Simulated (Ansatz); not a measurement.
**Zone-centre phonons of SiTe2: input and output**

All numbers below come from DFT PBEsol, spin-orbit coupling, plane waves, PAW (Ansatz 0.2.0).

Launched with:
```bash
ansatz run input.yaml --threads 1 --pin off --max-ram 2560MiB --backend cpu --events-out ev --progress --plain --runs-dir out
```

Input (bare energies are in eV):
```yaml
crystal:
  lattice:
    - [0.0, 3.422, 3.422]
    - [3.422, 0.0, 3.422]
    - [3.422, 3.422, 0.0]
  atoms:
    - { symbol: Si, position: [0.0, 0.0, 0.0] }
    - { symbol: Te, position: [0.25, 0.25, 0.25] }
    - { symbol: Te, position: [0.75, 0.75, 0.75] }
basis:
  ecutwfc: 420
kpoints:
  mp_grid: { grid: [10, 10, 10] }
hamiltonian:
  xc: pbesol
scf:
  occupations: { method: fermi_dirac, width: 0.15 }
output:
  eigenvalues: true
magnetization:
  noncollinear: true
  spin_orbit: true
phonons:
  method: dfpt
  eigenvectors: true
```

The end of the output:
```
--- Phonons (Γ-DFPT): 2 representative perturbations + reference, on 102 of 1000 k-points (Σ response iterations 15) ---
  k mesh reduced under 8 symmetry operations, with k and −k counted as one. Each operation leaves every solved displacement unchanged or reverses it
  ASR residual: 4.833e-5 → 0.000e0 eV/Å²; symmetrization residual: 1.310e-5 eV/Å²
  ASR residual per site (eV/Å²): 4.83e-5 1.84e-5 1.84e-5
  Γ frequencies (cm⁻¹): 0.00 0.00 0.00 97.22 97.22 97.22 109.12 109.12 109.12
  non-analytic LO–TO correction: not included (Born effective charges unavailable; polar crystals: no LO–TO splitting at Γ)
```

Time: 7.1 min on 1 thread of Intel(R) Xeon(R) Platinum 8375C CPU @ 2.90GHz (Ice Lake), on a shared host, peak memory 1.9 GiB.

The cell is the ideal cubic fluorite prototype; whether it is the stable structure of this composition wasn't checked. In a metal, frequencies and elastic constants depend on the k mesh and the smearing, soft modes and shear constants most.